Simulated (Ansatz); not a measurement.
Density of states of a AlInGa2B4P8 cell (elements on a zinc blende lattice, relaxed), per eV and atom, broadened by Gaussian smearing of width 0.1 eV and averaged over bins of 0.4 eV, from 8 eV under the Fermi level at most up to where the solved bands end.

Theory: Ansatz 0.2.0, DFT PBE, scalar-relativistic, plane waves, PAW.

Settings: cutoff 420 eV, Γ-centred mesh 6×6×6 on the computed 16-atom cell, Gaussian smearing of 0.10 eV; no spin polarisation.

```
CELL_PARAMETERS angstrom
-5.06868 5.15737 0.03707
-5.06868 0.03707 5.15738
-0.02660 5.16912 5.16913
ATOMIC_POSITIONS crystal
B 0.00462 0.50152 0.99171
B 0.99500 0.99591 0.50301
B 0.50764 0.00453 0.50325
B 0.49902 0.49189 0.50301
Al 0.50079 0.99768 0.00120
P 0.85222 0.90702 0.39287
P 0.36657 0.86346 0.40032
P 0.86160 0.35850 0.36339
P 0.89554 0.85451 0.85405
P 0.41013 0.34912 0.39287
P 0.39063 0.88753 0.83749
P 0.88741 0.38430 0.89879
P 0.35762 0.39243 0.85405
Ga 0.00135 0.99940 0.99928
Ga 0.50250 0.49824 0.99928
In 0.00019 0.49708 0.49453
```

| E − E_F (eV) | total | P 3p | B 2p | Ga 4p | B 2s |
| --- | --- | --- | --- | --- | --- |
| -7.85 | 0.466 | 0.217 | 0.038 | 0.014 | 0.102 |
| -7.45 | 0.374 | 0.175 | 0.035 | 0.015 | 0.060 |
| -7.05 | 0.326 | 0.153 | 0.032 | 0.012 | 0.035 |
| -6.65 | 0.258 | 0.126 | 0.027 | 0.008 | 0.016 |
| -6.25 | 0.253 | 0.123 | 0.031 | 0.006 | 0.012 |
| -5.85 | 0.231 | 0.111 | 0.043 | 0.005 | 0.012 |
| -5.45 | 0.291 | 0.154 | 0.069 | 0.013 | 0.008 |
| -5.05 | 0.449 | 0.245 | 0.107 | 0.028 | 0.011 |
| -4.65 | 0.508 | 0.277 | 0.121 | 0.031 | 0.012 |
| -4.25 | 0.650 | 0.359 | 0.174 | 0.039 | 0.009 |
| -3.85 | 0.622 | 0.348 | 0.170 | 0.028 | 0.006 |
| -3.45 | 0.539 | 0.295 | 0.135 | 0.032 | 0.007 |
| -3.05 | 0.392 | 0.225 | 0.072 | 0.040 | 0.005 |
| -2.65 | 0.464 | 0.282 | 0.061 | 0.062 | 0.004 |
| -2.25 | 0.413 | 0.260 | 0.043 | 0.041 | 0.004 |
| -1.85 | 0.400 | 0.263 | 0.037 | 0.025 | 0.003 |
| -1.45 | 0.319 | 0.221 | 0.022 | 0.025 | 0.001 |
| -1.05 | 0.235 | 0.170 | 0.010 | 0.022 | 0.001 |
| -0.65 | 0.145 | 0.111 | 0.005 | 0.011 | 0.000 |
| -0.25 | 0.028 | 0.023 | 0.001 | 0.002 | 0.000 |
| 0.15 | 0.009 | 0.001 | 0.002 | 0.000 | 0.002 |
| 0.55 | 0.103 | 0.016 | 0.027 | 0.006 | 0.017 |

The columns after the total are the largest Löwdin projections on the valence shells of the potentials, so they needn't add up, and the weight of a shell that a potential lacks goes to other orbitals. The cell has a gap on the mesh of 0.28 eV.

Cost: 2 runs of about 1.6 core-minutes in all (earlier runs that led there not counted), on Intel Xeon 6975P-C (Granite Rapids) (shared hosts).